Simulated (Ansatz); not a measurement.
NaCl: the functional and the phonons

NaCl in the rock-salt structure, in a typed cell, not relaxed.

```xyz
2
Lattice="0.0000 2.8500 2.8500 2.8500 0.0000 2.8500 2.8500 2.8500 0.0000" Properties=species:S:1:pos:R:3 pbc="T T T"
Na    0.0000    0.0000    0.0000
Cl    2.8500    2.8500    2.8500
```

DFT in Ansatz; PBE; all-electron PAW datasets (no frozen core) at 220 eV; k mesh 6×6×6; fixed occupations; no spin. Harmonic phonons by linear response, frequencies in cm⁻¹, imaginary ones marked i; at Γ the three translations are left out and no LO–TO term is added.

Caveats: coarse k mesh.

At 23.15 Å³ an atom it gives top Γ mode (cm⁻¹) 150; lowest mode at X = [0.5, 0, 0.5] (cm⁻¹) 83; top mode at X = [0.5, 0, 0.5] (cm⁻¹) 172.

**Question.** Repeat with r2SCAN in the same cell, on the same kind of potentials and mesh (r2SCAN by finite displacements). What changes?

**Answer.** 
```csv
functional,cutoff (eV),volume (Å³/atom),top Γ mode (cm⁻¹),"lowest mode at X = [0.5, 0, 0.5] (cm⁻¹)","top mode at X = [0.5, 0, 0.5] (cm⁻¹)"
r2SCAN in the same cell,220,23.15,153,87,170
```
